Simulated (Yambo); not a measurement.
A BSE run in Yambo for KLuS₂ (space group R-3m, No. 166) under isotropic strain of +1 % on all lattice vectors (PBEsol bands; 4×4×4 mesh, 13 valence and 10 conduction bands, static screening with 59 bands and a 4 Ry block, scissor 1.38 eV, Tamm-Dancoff; field along x) gives:

```json
[
 {"state": "1", "energy (eV)": "3.83", "states within 2 meV": "1", "relative strength": "< 0.01", "class": "dark"},
 {"state": "2", "energy (eV)": "3.85", "states within 2 meV": "2", "relative strength": "1.00", "class": "strong"},
 {"state": "3", "energy (eV)": "3.92", "states within 2 meV": "2", "relative strength": "0.50", "class": "strong"},
 {"state": "4", "energy (eV)": "4.05", "states within 2 meV": "1", "relative strength": "< 0.01", "class": "dark"},
 {"state": "5", "energy (eV)": "4.07", "states within 2 meV": "1", "relative strength": "< 0.01", "class": "dark"}
]
```

Axes are Cartesian, with cell vectors (Å) (1.97, 1.14, 7.31), (-1.97, 1.14, 7.31), (0.00, -2.28, 7.31).

Task: What changes when the light is polarised along z instead?

Result: The energies stay; the strengths change. The first strong state is now at 4.07 eV instead of 3.85 eV.
```tsv
state	energy (eV)	states within 2 meV	relative strength	class
1	3.83	1	< 0.01	dark
2	3.85	2	< 0.01	dark
3	3.92	2	< 0.01	dark
4	4.05	1	< 0.01	dark
5	4.07	1	1.00	strong
```
Each run's strengths are scaled to its own strongest state. These are vertical excitations (zero momentum); the indirect quasiparticle gap, about 3.46 eV, is smaller than the direct one (4.44 eV on the GW mesh). The scissor comes from a G0W0 run whose convergence isn't established.

Geometry strained from the cell relaxed with PBEsol, atoms relaxed again; primitive cell a = 7.6537 Å, b = 7.6537 Å, c = 7.6537 Å, α = 29.88°, β = 29.88°, γ = 29.88°.
